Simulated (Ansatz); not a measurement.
Relaxed-ion elastic tensor of Hf (bcc (W type), Im-3m) in GPa (Voigt order), the program Ansatz at the r²SCAN level (PAW); density 13.39 g/cm³, 22.14 Å³ per atom.

```csv
,1,2,3,4,5,6
1,62.4,121,121,0.0,0.0,0.0
2,121,62.4,121,0.0,0.0,0.0
3,121,121,62.4,0.0,0.0,0.0
4,0.0,0.0,0.0,56.3,0.0,0.0
5,0.0,0.0,0.0,0.0,56.3,0.0
6,0.0,0.0,0.0,0.0,0.0,56.3
```

**Question.** Is the crystal mechanically stable?

**Answer.** No: the smallest eigenvalue of C is -58.5 GPa.

This is a known high-temperature phase of the composition, computed here at zero pressure and temperature. The cell was relaxed with r²SCAN under the symmetry of its start. At this level the phase is mechanically unstable. The run is not spin-polarised. As this level gives no gap, shear constants depend on the k-mesh and smearing (Fermi–Dirac, 0.1 eV here). On the denser mesh and wider smearing of the elastic run this cell carries a stress of 0.4 GPa. Spin–orbit coupling is left out wherever it is not named.

Potentials: the earlier of the program's two PAW sets. The files were generated under PBE; for other functionals the program regenerates the frozen cores, and for LDA and PBEsol the local potential too.
